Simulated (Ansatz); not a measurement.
The relaxed structure here is a generated cell of KSrCl3: the first start was made by placing the elements on the sites of a structure type, and the end was not matched to a known phase here, so it may be hypothetical.

A relaxed structure of KSrCl3. Space group Pnma (No. 62), AFLOW prototype AB3C_oP20_62_c_cd_a (as in CaTiO3). The numbers are results of r2SCAN (plane waves to 500 eV, PAW, scalar-relativistic; Ansatz, an electronic-structure program), not measurements.

```cif
data_Cl12K4Sr4
_chemical_formula_sum 'K4 Sr4 Cl12'
_space_group_name_H-M_alt 'Pnma'
_space_group_IT_number 62
_space_group_name_Hall '-P 2ac 2n'
_cell_length_a 7.91672
_cell_length_b 10.77287
_cell_length_c 7.44364
_cell_angle_alpha 90.000
_cell_angle_beta 90.000
_cell_angle_gamma 90.000
loop_
_atom_site_label
_atom_site_type_symbol
_atom_site_symmetry_multiplicity
_atom_site_Wyckoff_symbol
_atom_site_fract_x
_atom_site_fract_y
_atom_site_fract_z
_atom_site_occupancy
K1 K 4 c 0.07623 0.75000 0.47194 1
Sr1 Sr 4 a 0.00000 0.00000 0.00000 1
Cl1 Cl 4 c 0.05220 0.25000 0.12893 1
Cl2 Cl 8 d 0.19631 0.06744 0.69008 1
```

Problem. Predict the band gap from r2SCAN.

Solution. 6.06 eV, direct at Γ (no spin-orbit coupling).

No spin polarisation in the result.

The run could not lose the symmetry of its start, so the end can be a saddle point.
